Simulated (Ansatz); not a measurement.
HfO2:
```
CELL_PARAMETERS angstrom
      4.83851     0.00000     0.00000
      0.00000     4.83851     0.00000
      0.00000     0.00000     3.22052
ATOMIC_POSITIONS crystal
  Hf 0.00000 0.00000 0.00000
  Hf 0.50000 0.50000 0.50000
  O  0.19492 0.80508 0.50000
  O  0.80508 0.19492 0.50000
  O  0.69492 0.69492 0.00000
  O  0.30508 0.30508 0.00000
```

Relaxed with r²SCAN.

Problem. Give the Bader charges and basin volumes of the independent atoms, r²SCAN (plane waves, PAW; program Ansatz).

Solution. 

| atom | Bader charge (e) | Bader volume (Å³) |
|---|---|---|
| Hf1 | +2.75 | 10.0 |
| O3 | -1.38 | 13.8 |

Space group P4_2/mnm (rutile). The workflow started from a Materials Project entry (that database holds measured and hypothetical structures alike); the Crystallography Open Database copy checked does not list it. It is not the phase usual at ambient conditions (space group No. 14, 29). Symmetry was held in the r²SCAN relaxation; its stability against distortions is not shown here. The run is not spin-polarised. Spin–orbit coupling is left out wherever it is not named.

Potentials: the earlier of the program's two PAW sets.
